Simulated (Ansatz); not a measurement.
Molecular dynamics on a 2×2×2 supercell (24 atoms) of Be₂Ge (antifluorite), relaxed with r2SCAN. Forces come from r2SCAN in Ansatz: Langevin thermostat and barostat (NPT), 1000 K, steps of 2 fs. Spin polarisation is off, nuclei are classical, and the run is far too short for thermal averages. The structure comes from a prototype and may be hypothetical.

```yaml
crystal:
  lattice:
    - [0.0, 5.3566080218, 5.3566080218]
    - [5.3566080218, 0.0, 5.3566080218]
    - [5.3566080218, 5.3566080218, 0.0]
  atoms:
    - { symbol: Ge, position: [0.0, 0.0, 0.0] }
    - { symbol: Be, position: [0.125, 0.125, 0.125] }
    - { symbol: Be, position: [0.375, 0.375, 0.375] }
    - { symbol: Ge, position: [0.0, 0.0, 0.5] }
    - { symbol: Be, position: [0.125, 0.125, 0.625] }
    - { symbol: Be, position: [0.375, 0.375, 0.875] }
    - { symbol: Ge, position: [0.0, 0.5, 0.0] }
    - { symbol: Be, position: [0.125, 0.625, 0.125] }
    - { symbol: Be, position: [0.375, 0.875, 0.375] }
    - { symbol: Ge, position: [0.0, 0.5, 0.5] }
    - { symbol: Be, position: [0.125, 0.625, 0.625] }
    - { symbol: Be, position: [0.375, 0.875, 0.875] }
    - { symbol: Ge, position: [0.5, 0.0, 0.0] }
    - { symbol: Be, position: [0.625, 0.125, 0.125] }
    - { symbol: Be, position: [0.875, 0.375, 0.375] }
    - { symbol: Ge, position: [0.5, 0.0, 0.5] }
    - { symbol: Be, position: [0.625, 0.125, 0.625] }
    - { symbol: Be, position: [0.875, 0.375, 0.875] }
    - { symbol: Ge, position: [0.5, 0.5, 0.0] }
    - { symbol: Be, position: [0.625, 0.625, 0.125] }
    - { symbol: Be, position: [0.875, 0.875, 0.375] }
    - { symbol: Ge, position: [0.5, 0.5, 0.5] }
    - { symbol: Be, position: [0.625, 0.625, 0.625] }
    - { symbol: Be, position: [0.875, 0.875, 0.875] }
kpoints:
  mp_grid: { grid: [2, 2, 2] }
hamiltonian:
  xc: r2scan
scf:
  occupations: { method: fermi_dirac, width: 0.086 }
md:
  ensemble: npt_langevin
  temperature: 1000
  timestep: 2.0
  n_steps: 30
  initial_velocities: maxwell_boltzmann
  seed: 9166
```

Run as `ansatz run input.yaml --threads 4 --pin off --max-ram 3686MiB --backend cpu --events-out ev --progress --plain --runs-dir out`. Wall time 6.6 min on 4 threads of Arm Neoverse V1, on a shared host, load about 1.0 per core; peak host memory 2.1 GiB.

Q: How do temperature and energy develop?

A: The temperature starts at 958 K, is lowest at step 10 (660 K, 20 fs) and ends at 828 K. The atoms start on their lattice sites with kinetic energy alone, so much of it first passes into potential energy.

| step | t (fs) | T (K) | free energy F from step 0 (meV/atom) | kinetic energy (meV/atom) | pressure (GPa) | volume (Å³/atom) | largest force (eV/Å) |
| --- | --- | --- | --- | --- | --- | --- | --- |
| 0 | 0 | 958 | 0.0 | 123.9 | 1.25 | 12.81 | 0.00 |
| 1 | 2 | 1013 | 1.9 | 130.9 | 1.36 | 12.81 | 0.43 |
| 2 | 4 | 1056 | 7.8 | 136.5 | 1.57 | 12.81 | 0.85 |
| 3 | 6 | 960 | 17.4 | 124.1 | 1.73 | 12.81 | 1.28 |
| 4 | 8 | 892 | 29.7 | 115.3 | 2.01 | 12.81 | 1.71 |
| 5 | 10 | 826 | 43.6 | 106.8 | 2.35 | 12.81 | 2.09 |
| 6 | 12 | 792 | 57.5 | 102.4 | 2.73 | 12.81 | 2.41 |
| 7 | 14 | 788 | 70.1 | 101.9 | 3.08 | 12.81 | 2.65 |
| 8 | 16 | 769 | 80.8 | 99.4 | 3.33 | 12.81 | 2.77 |
| 9 | 18 | 719 | 88.3 | 92.9 | 3.44 | 12.82 | 2.82 |
| 10 | 20 | 660 | 92.7 | 85.3 | 3.43 | 12.83 | 2.78 |
| 11 | 22 | 694 | 95.1 | 89.8 | 3.48 | 12.84 | 2.67 |
| 12 | 24 | 726 | 95.6 | 93.8 | 3.46 | 12.85 | 2.50 |
| 13 | 26 | 751 | 94.9 | 97.1 | 3.38 | 12.86 | 2.30 |
| 14 | 28 | 768 | 94.1 | 99.2 | 3.26 | 12.87 | 2.13 |
| 15 | 30 | 738 | 93.4 | 95.4 | 3.08 | 12.89 | 2.24 |
| 16 | 32 | 771 | 92.3 | 99.7 | 2.96 | 12.90 | 2.25 |
| 17 | 34 | 719 | 90.7 | 92.9 | 2.72 | 12.91 | 2.29 |
| 18 | 36 | 803 | 88.6 | 103.8 | 2.63 | 12.92 | 2.35 |
| 19 | 38 | 804 | 86.6 | 104.0 | 2.44 | 12.93 | 2.34 |
| 20 | 40 | 799 | 84.6 | 103.3 | 2.23 | 12.94 | 2.26 |
| 21 | 42 | 827 | 82.9 | 106.9 | 2.05 | 12.95 | 2.15 |
| 22 | 44 | 851 | 81.4 | 110.0 | 1.85 | 12.96 | 1.93 |
| 23 | 46 | 944 | 80.2 | 122.1 | 1.72 | 12.98 | 1.93 |
| 24 | 48 | 946 | 80.5 | 122.3 | 1.55 | 12.99 | 1.93 |
| 25 | 50 | 954 | 82.6 | 123.3 | 1.45 | 13.01 | 1.93 |
| 26 | 52 | 873 | 85.8 | 112.8 | 1.31 | 13.02 | 2.12 |
| 27 | 54 | 836 | 88.9 | 108.1 | 1.22 | 13.04 | 2.37 |
| 28 | 56 | 871 | 90.2 | 112.6 | 1.18 | 13.06 | 2.45 |
| 29 | 58 | 806 | 89.8 | 104.2 | 1.00 | 13.07 | 2.36 |
| 30 | 60 | 828 | 88.6 | 107.1 | 0.90 | 13.09 | 2.15 |

Positions (Å) and forces (eV/Å) at step 30:
```
cell (Å): 0.000 5.396 5.396; 5.396 0.000 5.396; 5.396 5.396 0.000
Ge   0.058  -0.266  -0.107     1.284  -0.250  -0.096
Be   1.318   1.309   1.073     0.575  -0.024   0.076
Be   3.770   4.045   4.339     0.408   0.718  -0.101
Ge   2.943   2.784   0.178    -1.017  -0.563  -0.994
Be   4.271   4.195   1.590    -0.038  -0.674  -0.387
Be   6.714   6.633   3.810     0.846   0.230   0.396
Ge   2.859   0.078   2.546    -0.391   0.241   0.445
Be   4.060   1.149   4.310    -0.268   0.049  -0.857
Be   6.854   3.877   6.801     0.694   1.179  -0.607
Ge   5.237   2.834   3.083     1.203  -0.502   0.400
Be   7.066   4.500   4.435     1.165  -1.474  -1.046
Be   9.680   6.557   6.583     0.042   0.011   0.144
Ge   0.138   2.716   2.548    -1.033  -0.584   0.245
Be   1.533   3.953   3.872     0.137  -0.027   0.411
Be   4.407   7.023   6.689    -0.625  -0.377   0.729
Ge   2.790   5.473   2.598    -0.784   0.418   0.852
Be   4.505   6.552   3.725    -1.167  -0.055   0.485
Be   6.715   9.329   7.162     0.217   0.337  -0.557
Ge   2.713   2.469   5.542    -0.954   0.919   0.002
Be   4.068   4.064   6.732    -0.144  -0.327  -0.251
Be   6.915   6.757   9.422    -0.158   0.114   0.401
Ge   5.508   5.460   5.487    -0.821   0.255   0.293
Be   6.524   7.026   6.926     0.577  -0.375   0.614
Be   9.370   9.190   9.340     0.253   0.757  -0.597
```
